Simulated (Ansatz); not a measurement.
Hg:
```xyz
1
Lattice="-1.9217 1.9217 1.8182 1.9217 -1.9217 1.8182 1.9217 1.9217 -1.8182" Properties=species:S:1:pos:R:3 pbc="T T T"
Hg     0.0000     0.0000     0.0000
```

Relaxed with r²SCAN. Special points in fractions of this cell's reciprocal vectors: Γ (0.000, 0.000, 0.000); X (0.000, 0.000, 0.500); M (-0.500, 0.500, 0.500); Z (0.474, 0.474, -0.474); Z0 (-0.474, 0.526, 0.474); P (0.250, 0.250, 0.250); N (0.000, 0.500, 0.000).

Question: List the band energies nearest the Fermi level at these points for DFT-r²SCAN in the program Ansatz with PAW potentials.

Answer: In eV from the Fermi level; about four levels below and three above (degenerate sets whole), none deeper than 8.9 eV; … stands for higher levels left out; points with the same levels are listed once.

```
k                    below   above
-  -----------------------  ------
Γ  -7.12 -7.12 -6.54 -6.40       …
X  -6.48 -5.97 -1.90 -0.90       …
M  -7.68 -6.09 -6.09 -6.04  2.21 …
Z  -7.67 -6.10 -6.10 -6.05  2.03 …
P  -7.08 -6.46 -6.38 -1.09  3.28 …
N  -6.36 -5.94 -1.54 -0.69       …
```

Space group I4/mmm (body-centred tetragonal). The first step of the workflow began from a Materials Project structure, measured or hypothetical; the Crystallography Open Database copy checked does not list it. It is not the usual solid phase (space group No. 166). Symmetry was held in the r²SCAN relaxation; its stability against distortions is not shown here. The substance is a gas or liquid at ambient conditions. Scalar-relativistic: spin–orbit coupling is off unless named, which matters more the heavier the elements.

Potentials: the later of the program's two PAW sets.
